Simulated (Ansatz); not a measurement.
**TiO2: ¹⁷O NMR of the central transition**

Cell: a COD entry, taken as it stands.

```cif
data_TiO2
_symmetry_space_group_name_H-M 'Pbca'
_symmetry_Int_Tables_number 61
_cell_length_a 5.1710
_cell_length_b 9.2110
_cell_length_c 5.4720
_cell_angle_alpha 90.000
_cell_angle_beta 90.000
_cell_angle_gamma 90.000
loop_
_atom_site_label
_atom_site_type_symbol
_atom_site_symmetry_multiplicity
_atom_site_Wyckoff_symbol
_atom_site_fract_x
_atom_site_fract_y
_atom_site_fract_z
Ti Ti 8 c 0.1372 0.1290 0.9001
O9 O 8 c 0.8169 0.0098 0.8516
O17 O 8 c 0.4634 0.2322 0.8883
```

One atom of each set is listed.

Method: Kohn–Sham DFT in Ansatz, PBE, plane waves and PAW (field gradients read without the response of the frozen cores, which leaves them typically 4 to 6 % off), scalar-relativistic, 420 eV cutoff, Γ-centred 5×3×5 k-points, Fermi–Dirac smearing 0.02 eV.

¹⁷O has I = 5/2 and Q = -25.58 mb (Pyykkö 2018); at 28.2 T its Larmor frequency is ν₀ = 162.8 MHz. Only the quadrupole interaction is simulated: positions count from each site's isotropic chemical shift, and J coupling is left out, as are shift anisotropy and dipolar coupling, which fast spinning averages.

The O sites: O9 (8 atoms; 3 Ti at 1.88–2.00 Å); O17 (8 atoms; 3 Ti at 1.94–2.05 Å).

Fitted components of the simulated spectrum:

```json
{"component": "A", "|C_Q| (MHz)": "1.31", "η": "0.87"}
{"component": "B", "|C_Q| (MHz)": "1.55", "η": "0.92"}
```

**Question.** Which site most likely gives which component?

**Answer.** By the calculation, A is O9, B is O17. Like point charges on the first shell alone (each adding as 1/d³) would put O9 above O17: the covalent part of each bond and the atoms beyond the first shell count as well.

Hardware: 1 thread of AMD EPYC 9R14 (Zen 4) (x86_64; 16 cores open to the job, memory cap 3.0 GiB, no GPU), a shared host with a load of 0.2 a core. Wall time 29 s, CPU time 29 s, peak memory 0.81 GiB.
